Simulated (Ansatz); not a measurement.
Electron–phonon coupling and T_c of CdAu (computed with Ansatz 0.2.0)

Space group P-6m2 (No. 187), 2 atoms in the cell of the first input below: a = 3.040 Å, b = 3.040 Å, c = 4.570 Å, α = 90.00°, β = 90.00°, γ = 120.00°.

The structure comes from the Materials Project database of computed cells (whether it is a measured phase wasn't checked), relaxed without spin–orbit coupling to zero pressure (pressure 0.0 GPa with this functional, without spin–orbit coupling). Functional: PBEsol.

Input:

```yaml
crystal:
  lattice:
    - [3.0399729318, 0.0, 0.0]
    - [-1.5199864659, 2.6326937857, 0.0]
    - [0.0, 0.0, 4.570008591]
  atoms:
    - { symbol: Au, position: [0.3333333333, 0.6666666667, 0.5] }
    - { symbol: Cd, position: [0.0, 0.0, 0.0] }
basis:
  ecutwfc: 420
  ecutrho_ratio: 4
kpoints:
  mp_grid: { grid: [12, 12, 8] }
hamiltonian:
  xc: pbesol
scf:
  occupations: { method: methfessel_paxton, width: 0.2 }
output: {}
phonons:
  supercell: [2, 2, 2]
  qpath:
    path:
      - [[0.0, 0.0, 0.0], [0.5, 0.0, 0.0], [0.33333333, 0.33333333, 0.0], [0.0, 0.0, 0.0], [0.0, 0.0, 0.5], [0.5, 0.0, 0.5], [0.33333333, 0.33333333, 0.5], [0.0, 0.0, 0.5]]
      - [[0.5, 0.0, 0.5], [0.5, 0.0, 0.0]]
      - [[0.33333333, 0.33333333, 0.5], [0.33333333, 0.33333333, 0.0]]
    npoints: 6
  electrical_resistivity: { mesh: [24, 24, 16], temperatures: [50, 100, 200, 300, 500] }
  superconductivity: { mesh: [24, 24, 16], eliashberg_equations: false }
```

```bash
ansatz run input.yaml --threads 8 --pin off --max-ram 15360MiB --backend cpu --events-out ev --progress --plain --runs-dir out
```

Time: 2.8 min on 8 threads of Arm Neoverse V1 (shared host), peak memory 4.6 GiB.

On the finest mesh λ = 0.3756, ω_log = 7.607 meV, N(E_F) = 0.323 states per eV, spin and cell. λ by mesh: 24×24×16 0.376, 12×12×8 0.344, 6×6×4 0.284.

Task: What T_c does McMillan's formula in the Allen–Dynes form give for μ* = 0.10?

Result: T_c = (ω_log/1.2) exp[−1.04(1+λ)/(λ − μ*(1+0.62λ))] = (88.28 K/1.2) × exp(−1.4306/0.2523) = 0.25 K. λ still moved by 8 % between the two finest meshes, so T_c isn't settled to the digits shown. By mesh, finest first, the same formula gives 0.25, 0.14, 0.03 K.

```csv
μ*,McMillan (K),Allen–Dynes with strong-coupling factors (K)
0.08,0.42,0.43
0.10,0.25,0.26
0.12,0.14,0.14
0.13,0.10,0.10
0.14,0.06,0.06
0.16,0.02,0.02
0.20,0.00,0.00
```

Caveats: no spin-orbit coupling, which matters for these elements; small supercell, couplings not converged in it; with so small a supercell and a typed μ*, T_c can miss a measured one by a factor of two or more; λ is not converged in the mesh, and T_c depends on it steeply.
